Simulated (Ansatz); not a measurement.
A geometry of NbRu away from equilibrium: step 2 of the relaxation of a relaxed NbRu cell shaken by Gaussian noise of σ = 0.08 Å a coordinate. These are PBE (plane waves to 420 eV, PAW, scalar-relativistic; Ansatz, an electronic-structure program) values and carry that method's errors. Γ-centred k-mesh 9×9×4 on the run's cell (coarser than for final values), Fermi–Dirac smearing 0.05 eV.

```xyz
8
Lattice="4.2234 -0.0203 0.0176 -2.1293 3.6889 0.0217 0.0416 0.0831 9.8995" Properties=species:S:1:pos:R:3:forces:R:3 pbc="T T T" free_energy=-41720.871 pressure_GPa=3.2
Nb     0.0299     0.0486     9.3009   -0.0803   -0.4783   -0.0795
Nb    -0.0091     0.0469     4.2979    0.4306   -0.0082    0.7975
Nb     0.0432     2.4622     2.4963    0.1626    0.0880   -0.3791
Nb     2.1441     1.1615     7.3664    0.0149    0.5379    0.0573
Ru     0.1126     0.0052     1.9117   -0.4178    0.0551   -0.6001
Ru     0.0317    -0.0323     6.8259    0.0637   -0.1656   -0.0223
Ru     0.0144     2.5015     5.0819   -0.2500   -0.2076    0.2323
Ru     2.1228     1.1609     0.1622    0.0762    0.1787   -0.0061
```

Positions in Å, forces in eV/Å, free energy of the cell in eV (comparable only within this code, potentials and settings). Largest force: 0.91 eV/Å, on Nb2 (atoms numbered as listed); the geometry lies 0.61 eV/atom above the end of its relaxation.

No spin polarisation in the result.

The end of the path is a generated cell of NbRu: the first start was made by placing the elements on the sites of a structure type, and the end was not matched to a known phase here, so it may be hypothetical.
